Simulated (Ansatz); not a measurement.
Here is the system:

TiW:
```cif
data_Ti2W2
_chemical_formula_sum 'Ti2 W2'
_space_group_name_H-M_alt 'Cmmm'
_space_group_IT_number 65
_space_group_name_Hall '-C 2 2'
_cell_length_a 3.10891
_cell_length_b 4.48906
_cell_length_c 4.36124
_cell_angle_alpha 90.000
_cell_angle_beta 90.000
_cell_angle_gamma 90.000
loop_
_space_group_symop_operation_xyz
  'x, y, z'
  '-x, -y, -z'
  '-x, -y, z'
  'x, y, -z'
  'x, -y, -z'
  '-x, y, z'
  '-x, y, -z'
  'x, -y, z'
  'x+1/2, y+1/2, z'
  '-x+1/2, -y+1/2, -z'
  '-x+1/2, -y+1/2, z'
  'x+1/2, y+1/2, -z'
  'x+1/2, -y+1/2, -z'
  '-x+1/2, y+1/2, z'
  '-x+1/2, y+1/2, -z'
  'x+1/2, -y+1/2, z'
loop_
_atom_site_label
_atom_site_type_symbol
_atom_site_symmetry_multiplicity
_atom_site_Wyckoff_symbol
_atom_site_fract_x
_atom_site_fract_y
_atom_site_fract_z
_atom_site_occupancy
Ti1 Ti 2 a 0.00000 0.00000 0.00000 1
W1 W 2 c 0.00000 0.50000 0.50000 1
```
(The calculation used a cell of 2 atoms; values per cell refer to that cell.)

This is the LDA-relaxed structure.

Q: All from the program Ansatz at the LDA level (PAW), unless another level is named. Predict the formation energy from the elements (no fitted shifts).

A: -0.043 eV/atom.

Q: Next, the density of states at the Fermi level?

A: 1.4 states/eV per atom (mean over ±0.08 eV).

The first step of the workflow began from a Materials Project structure, measured or hypothetical; the Crystallography Open Database copy checked does not list it. With Ti and W taken as one species the cell has the higher symmetry Im-3m, so it may be an ordered model of a mixed-site phase. Its standing as an ambient phase is unchecked. The cell was relaxed with LDA under the symmetry of its start; its stability against distortions is not shown here. The run is not spin-polarised. The references are the lowest solids computed at this level, not always the standard phases. Scalar-relativistic: spin–orbit coupling is off unless named, which matters more the heavier the elements.

Potentials: the later of the program's two PAW sets.
